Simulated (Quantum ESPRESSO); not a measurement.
Kohn-Sham bands of NaMgF3 (cubic perovskite)

```
CELL_PARAMETERS angstrom
      3.95084     0.00000     0.00000
      0.00000     3.95084     0.00000
      0.00000     0.00000     3.95084
ATOMIC_POSITIONS crystal
  Na 0.00000 0.00000 0.00000
  Mg 0.50000 0.50000 0.50000
  F  0.50000 0.50000 0.00000
  F  0.00000 0.50000 0.50000
  F  0.50000 0.00000 0.50000
```

Cell from Materials Project (mp-560399), symmetrised, no further relaxation. Not found in the COD (Crystallography Open Database) copy used, which has the formula in other groups; not checked further. Computed values, not measurements, from PBEsol: Quantum ESPRESSO (norm-conserving PseudoDojo potentials, cutoff 71 Ry, no spin polarisation, no spin-orbit coupling) on a Γ-centred 6×6×6 mesh, then Wannier90. Density: 8×8×8 mesh, cold smearing 0.01 Ry.

### Question
List the Kohn-Sham levels between −8 and 8.9 eV relative to the valence-band maximum at the high-symmetry points, as a band run of pw.x on that density gives them (levels within 2 meV counted together).

### Answer
| point | k (reciprocal lattice) | levels (eV) |
|---|---|---|
| Γ | 0.000 0.000 0.000 | -2.65 (×3), -0.64 (×3), -0.45 (×3), 5.87 |
| X | 0.000 0.500 0.000 | -2.31 (×2), -2.26, -1.69, -1.02 (×2), -0.84, -0.52 (×2), 8.83 |
| M | 0.500 0.500 0.000 | -3.18, -2.35, -1.93, -1.20 (×2), -1.17, -1.01 (×2), -0.01 |
| R | 0.500 0.500 0.500 | -4.00, -2.22 (×3), -1.16 (×2), 0.00 (×3) |
